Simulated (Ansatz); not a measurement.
SiW3 in space group Fm-3m (No. 225; Si on 4a, W on 4b, W on 8c) at seven volumes, PBE (plane waves, PAW; program Ansatz), scaled uniformly. One row is withheld.

| V (Å³/atom) | P (GPa) |
|---|---|
| 13.838 | 30.64 |
| 14.294 | 18.77 |
| 14.750 | 8.64 |
| 15.206 | 0.00 |
| 15.662 | ? |
| 16.119 | -13.51 |
| 16.575 | -18.79 |

Problem. Fit the shown pressures and predict the withheld one.

Solution. P = (3/2)B₀(x^(7/2) − x^(5/2))[1 + (3/4)(B′ − 4)(x − 1)] with x = (V₀/V)^(2/3). Least squares on the six rows gives V₀ = 15.208 Å³/atom, B₀ = 264 GPa, B′ = 4.40. At V = 15.662, x = 0.9806 and P = -7.28 GPa. The run itself gave -7.40 GPa.

The cell is a constructed one: a structure type filled with these elements; neither database checked (COD, Materials Project) lists it. Whether it is the stable phase at ambient conditions was not checked. Symmetry was held in the PBE relaxation; whether a distortion lowers the energy is not shown. No spin polarisation was allowed. Scalar-relativistic: spin–orbit coupling is off unless named, which matters more the heavier the elements.

Potentials: the later of the program's two PAW sets.
